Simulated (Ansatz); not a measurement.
Input and output for Na: DFT, PBE, all-electron LAPW, scalar-relativistic (Ansatz 0.2.0).

The cell comes from a relaxation on PAW files under the same functional, begun from a database entry that needn't be the ground state.

Command: `ansatz run input.yaml --threads 1 --pin off --max-ram 3072MiB --backend cpu --events-out ev --progress --plain --runs-dir out` It took 4.2 s on 1 thread of Arm Neoverse V2, on a shared host, peak memory 0.22 GiB.

```yaml
crystal:
  lattice:
    - [-2.0981080271, 2.0981080271, 2.0981080271]
    - [2.0981080271, -2.0981080271, 2.0981080271]
    - [2.0981080271, 2.0981080271, -2.0981080271]
  atoms:
    - { symbol: Na, position: [0.0, 0.0, 0.0] }
kpoints:
  mp_grid: { grid: [17, 17, 17] }
scf:
  occupations: { method: fermi_dirac, width: 0.05 }
hamiltonian:
  xc: pbe
  pseudopotentials: { kind: all_electron, lapw: { basis_error: 0.0005 } }
output:
  forces: true
  stress: true
  eigenvalues: true
```

Output:

```
LAPW: plane waves up to 4.831 Å⁻¹, error target 5.0e-4 eV per atom; small_component_spin mean_spin; Na in spheres of 1.817 Å, 9 of its electrons in bands, Dirac shells [] (how accurate: hamiltonian.pseudopotentials.lapw.basis_error, Limitations)
Engine: ansatz 0.2.0
Pseudopotentials: kind: all_electron
Pseudopotential: Na, LAPW, valence charge 9, lapw/all_electron/scalar/gaussian/Na, Koelling and Harmon's equation, gaussian nucleus
Functional definition: PBE
  parameter kappa = 0.804
  parameter beta = 0.06672455060314922
  exchange = pbe_x(kappa = kappa, mu = beta*pi^2/3)
  correlation = pbe_c(beta = beta)
Crystal: 1 atoms, lattice volume = 36.944 Å³
Basis set: ecut = 88.92948859863087 eV, 79 PW (Γ), exchange–correlation at level 2
Bands: 9, of which v1, the nominal top of the filled ones, is band 5 counted from 1 (4 counted from 0)
Symmetry: 48 space group operations
Space group: Im-3m (ITA 229), of the structure as read, at distance tolerance 3.3e-5 Å
k-points: 165 of 4913
Non-local potential: Na, projectors of the file, none
Initial density: superposition of atomic densities (chi_scale 0.1, normalization cell)
Initial wavefunctions: plane waves of lowest kinetic energy (no species holds an atomic orbital)
Functional: x = pbe(κ = 0.804, μ = 0.2195149727645171), c = pbe(β = 0.06672455060314922)
iter 1 solved again at ethr=2.21e-5 eV; its pass at ethr=1.00e-1 eV (dr2=1.99e-3 eV) is discarded
SCF iter   1: F=—  HF=-4420.075291 eV  |F-HF|=—  |Δ(HF+E_count)|=         —  Δρ=2.06e-3  dr2=1.99e-3  ethr=2.21e-5  ⟨swp⟩=3.9  Hψ=12222  notcnv=0
preconditioner: auto → Kerker (q_TF=auto, 2.156 Å⁻¹)  [metal: Δε(μ)=0.109 eV  Ē_g=7.873 eV  σ=0.050 eV  W_gap=0.48  n_scr=12 (ndim 8)  ℏωp=6.1 eV  f_vac=0.000  D(μ)=0.50/eV (n_scr^D=0)]
SCF iter   2: F=—  HF=-4420.074525 eV  |F-HF|=—  |Δ(HF+E_count)|=   7.66e-4  Δρ=1.40e-3  dr2=1.03e-3  ethr=2.21e-5  ⟨swp⟩=2.0  Hψ=4271  notcnv=0
SCF iter   3: F=—  HF=-4420.074661 eV  |F-HF|=—  |Δ(HF+E_count)|=   1.36e-4  Δρ=5.68e-4  dr2=2.11e-4  ethr=1.14e-5  ⟨swp⟩=2.0  Hψ=4271  notcnv=0
SCF iter   4: F=—  HF=-4420.074664 eV  |F-HF|=—  |Δ(HF+E_count)|=   2.89e-6  Δρ=3.32e-4  dr2=7.73e-5  ethr=2.35e-6  ⟨swp⟩=2.0  Hψ=4271  notcnv=0
iter 5 solved again at ethr=1.19e-8 eV; its pass at ethr=8.59e-7 eV (dr2=1.07e-6 eV) is discarded
SCF iter   5: F=—  HF=-4420.074715 eV  |F-HF|=—  |Δ(HF+E_count)|=   5.08e-5  Δρ=4.30e-5  dr2=1.07e-6  ethr=1.19e-8  ⟨swp⟩=2.0  Hψ=7218  notcnv=0
SCF iter   6: F=-4420.074715 eV  HF=-4420.074715 eV  |F-HF|=1.92e-8  |Δ(HF+E_count)|=   1.04e-7  Δρ=1.04e-5  dr2=3.84e-8  ethr=1.19e-8  ⟨swp⟩=2.0  Hψ=4271  notcnv=0
SCF 1 converged in 6 iterations: F = -4420.074715 eV  dr2 = 3.84e-8
SCF converged after 6 iterations
Free energy (F): -4420.074715 eV
Harris-Foulkes:  -4420.074715 eV  (|F-HF|=1.92e-8)
Internal energy: -4420.070643 eV  (E = F + TS)
E sigma→0 (E₀):  -4420.072679 eV
Entropy (-TS):   -0.004072 eV (-4.072 meV/atom)
Fermi energy:    1.614951 eV
--- Per-component energies (eV) ---
  E_band       = -242.322480
  E_kinetic    = 4423.009410
  E_xc         = -390.704449
  E_electrostatic = -8452.375603  (all electrons and nuclei)
  E_smearing   = -0.004072  (= −TS)
  E_closure    = 0.000000  (closes the sum)
  E_atoms      = -4418.770368  (free atoms, spherical and without spin; not in F)
  Σ components = -4420.074715   (vs F -4420.074715, Δ=0.00e0)
  Basis errors (estimates in eV, not in F): energy 1.4e-4 per atom: plane waves 1.3e-4 (7.0e-5 summed), levels above the bands 9.3e-71, relativity 2.5e-10, radial functions 1.4e-6, core shells 2.9e-17; eigenvalues (radial functions only) 1.9e-4; not estimated: angular momenta, meshes, grids; target (lapw.basis_error) 5.0e-4; muffin-tin radii Na 1.817 Å
--- Forces (eV/Å), atoms counted from 1 ---
  atom   1  Na    -0.00000000     0.00000000     0.00000000
  max |Σ_I F_I| component: 3.53e-34 eV/Å
--- Stress (GPa, compression-positive) ---
        0.015080      -0.000000      -0.000000
       -0.000000       0.015080       0.000000
       -0.000000       0.000000       0.015080
  P = ⅓ Tr σ = 0.0151 GPa (0.151 kbar)
--- Band table (eV; the first three rows and the last of 165) ---
  k-point 0: bands = ["-51.3910", "-23.2956", "-23.2956", "-23.2956", "-1.6745", "13.3610", "13.3610", "13.3610", "14.3624"]
  k-point 1: bands = ["-51.3909", "-23.2968", "-23.2960", "-23.2955", "-1.6135", "12.4871", "12.9295", "13.1080", "13.7918"]
  k-point 2: bands = ["-51.3907", "-23.3003", "-23.2971", "-23.2955", "-1.4307", "10.9551", "12.2244", "12.6173", "13.0831"]
  k-point 164: bands = ["-51.3873", "-23.3216", "-23.3214", "-23.3214", "5.5258", "6.1622", "6.5414", "6.5414", "7.0559"]
```

Next run (no relativity), as changes to the input before:

```diff
   xc: pbe
-  pseudopotentials: { kind: all_electron, lapw: { basis_error: 0.0005 } }
+  pseudopotentials:
+    kind: all_electron
+    lapw: { basis_error: 0.0005 }
+    relativity: none
 output:
```

Results part of the output:

```
SCF 1 converged in 6 iterations: F = -4414.028428 eV  dr2 = 3.83e-8
SCF converged after 6 iterations
Free energy (F): -4414.028428 eV
Harris-Foulkes:  -4414.028428 eV  (|F-HF|=1.92e-8)
Internal energy: -4414.024348 eV  (E = F + TS)
E sigma→0 (E₀):  -4414.026388 eV
Entropy (-TS):   -0.004080 eV (-4.080 meV/atom)
Fermi energy:    1.621480 eV
--- Per-component energies (eV) ---
  E_band       = -242.027011
  E_kinetic    = 4404.846037
  E_xc         = -390.048062
  E_electrostatic = -8428.822324  (all electrons and nuclei)
  E_smearing   = -0.004080  (= −TS)
  E_closure    = 0.000000  (closes the sum)
  E_atoms      = -4412.723412  (free atoms, spherical and without spin; not in F)
  Σ components = -4414.028428   (vs F -4414.028428, Δ=0.00e0)
  Basis errors (estimates in eV, not in F): energy 1.4e-4 per atom: plane waves 1.3e-4 (7.0e-5 summed), levels above the bands 5.9e-71, relativity 0.0e0, radial functions 1.4e-6, core shells 7.3e-18; eigenvalues (radial functions only) 1.9e-4; not estimated: angular momenta, meshes, grids; target (lapw.basis_error) 5.0e-4; muffin-tin radii Na 1.817 Å
--- Forces (eV/Å), atoms counted from 1 ---
  atom   1  Na    -0.00000000     0.00000000     0.00000000
  max |Σ_I F_I| component: 1.03e-33 eV/Å
--- Stress (GPa, compression-positive) ---
        0.034633       0.000000       0.000000
        0.000000       0.034633       0.000000
        0.000000       0.000000       0.034633
  P = ⅓ Tr σ = 0.0346 GPa (0.346 kbar)
--- Band table (eV; the first three rows and the last of 165) ---
  k-point 0: bands = ["-51.1886", "-23.3151", "-23.3151", "-23.3151", "-1.6642", "13.3618", "13.3618", "13.3618", "14.3634"]
  k-point 1: bands = ["-51.1885", "-23.3164", "-23.3156", "-23.3151", "-1.6032", "12.4884", "12.9304", "13.1092", "13.7932"]
  k-point 2: bands = ["-51.1883", "-23.3199", "-23.3167", "-23.3151", "-1.4207", "10.9570", "12.2254", "12.6190", "13.0847"]
  k-point 164: bands = ["-51.1849", "-23.3412", "-23.3410", "-23.3410", "5.5276", "6.1633", "6.5434", "6.5434", "7.0587"]
```

Next run (spin-orbit coupling on), as changes to the input before:

```diff
   xc: pbe
-  pseudopotentials:
-    kind: all_electron
-    lapw: { basis_error: 0.0005 }
-    relativity: none
+  pseudopotentials: { kind: all_electron, lapw: { basis_error: 0.0005 } }
 output:
   eigenvalues: true
+magnetization:
+  noncollinear: true
+  spin_orbit: true
```

Results part of the output:

```
SCF 1 converged in 6 iterations: F = -4420.076580 eV  dr2 = 6.18e-8
SCF converged after 6 iterations
Magnetization: |M| = 0.0000 μB,  M = (+0.0000, +0.0000, +0.0000) μB
Absolute magnetization: 0.0000 μB (∫|m|)
  site 0: m = (+0.0000, +0.0000, +0.0000) μB, |m| = 0.0000 μB  (R = 1.82 Å)
Free energy (F): -4420.076580 eV
Harris-Foulkes:  -4420.076580 eV  (|F-HF|=3.03e-8)
Internal energy: -4420.072508 eV  (E = F + TS)
E sigma→0 (E₀):  -4420.074544 eV
Entropy (-TS):   -0.004072 eV (-4.072 meV/atom)
Fermi energy:    1.614937 eV
--- Per-component energies (eV) ---
  E_band       = -242.324556
  E_kinetic    = 4423.020287
  E_xc         = -390.705015
  E_electrostatic = -8452.387779  (all electrons and nuclei)
  E_smearing   = -0.004072  (= −TS)
  E_closure    = 0.000000  (closes the sum)
  E_atoms      = -4418.772231  (free atoms, spherical and without spin; not in F)
  Σ components = -4420.076580   (vs F -4420.076580, Δ=0.00e0)
  Basis errors (estimates in eV, not in F): energy 1.4e-4 per atom: plane waves 1.3e-4 (7.0e-5 summed), levels above the bands 9.3e-71, relativity 1.7e-10, radial functions 1.4e-6, core shells 2.9e-17; eigenvalues (radial functions only) 1.9e-4; not estimated: angular momenta, meshes, grids; target (lapw.basis_error) 5.0e-4; muffin-tin radii Na 1.817 Å
--- Forces (eV/Å), atoms counted from 1 ---
  atom   1  Na    -0.00000000    -0.00000000     0.00000000
  max |Σ_I F_I| component: 5.14e-31 eV/Å
--- Stress (GPa, compression-positive) ---
        0.015082       0.000000       0.000000
        0.000000       0.015082       0.000000
        0.000000       0.000000       0.015082
  P = ⅓ Tr σ = 0.0151 GPa (0.151 kbar)
--- Band table (eV; the first three rows and the last of 165) ---
  k-point 0: bands = ["-51.3910", "-51.3910", "-23.4152", "-23.4152", "-23.2362", "-23.2362", "-23.2362", "-23.2362", "-1.6745", "-1.6745", "13.3609", "13.3609", "13.3609", "13.3609", "13.3611", "13.3611", "14.3624", "14.3624"]
  k-point 1: bands = ["-51.3909", "-51.3909", "-23.4157", "-23.4157", "-23.2372", "-23.2372", "-23.2364", "-23.2364", "-1.6135", "-1.6135", "12.4871", "12.4871", "12.9295", "12.9295", "13.1080", "13.1080", "13.7917", "13.7917"]
  k-point 2: bands = ["-51.3907", "-51.3907", "-23.4173", "-23.4173", "-23.2398", "-23.2398", "-23.2369", "-23.2369", "-1.4307", "-1.4307", "10.9551", "10.9551", "12.2244", "12.2244", "12.6173", "12.6173", "13.0831", "13.0831"]
  k-point 164: bands = ["-51.3874", "-51.3874", "-23.4406", "-23.4406", "-23.2625", "-23.2625", "-23.2623", "-23.2623", "5.5257", "5.5257", "6.1622", "6.1622", "6.5368", "6.5368", "6.5460", "6.5460", "7.0559", "7.0559"]
```
